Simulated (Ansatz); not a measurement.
Al2Ru (MoSi2 or CaC2 type, space group No. 139) under volume change, DFT-r²SCAN in the program Ansatz with PAW potentials, shape and atoms relaxed at each volume.

```tsv
V (Å³/atom)	E − E(relaxed) (meV/atom)	P (GPa)
12.483	75.2	21.20
12.894	31.5	12.98
13.306	7.5	5.96
13.717	0.0	0.00
14.129	6.7	-5.08
14.540	25.5	-9.39
14.952	54.4	-13.05
```

Question: What does a third-order Birch–Murnaghan fit give for V₀, B₀ and B′?

Answer: V₀ = 13.72 Å³/atom, B₀ = 183 GPa, B′ = 4.4.

Space group I4/mmm (MoSi2 or CaC2 type). The first step of the workflow began from a Materials Project structure, measured or hypothetical; the Crystallography Open Database copy checked does not list it. With Al and Ru taken as one species the cell has the higher symmetry I4/mmm, so it may be an ordered model of a mixed-site phase. Its standing as an ambient phase is unchecked. The cell was relaxed with r²SCAN under the symmetry of its start; of distortions, only those at the zone centre were tested. No spin polarisation was allowed.

Potentials: the later of the program's two PAW sets.
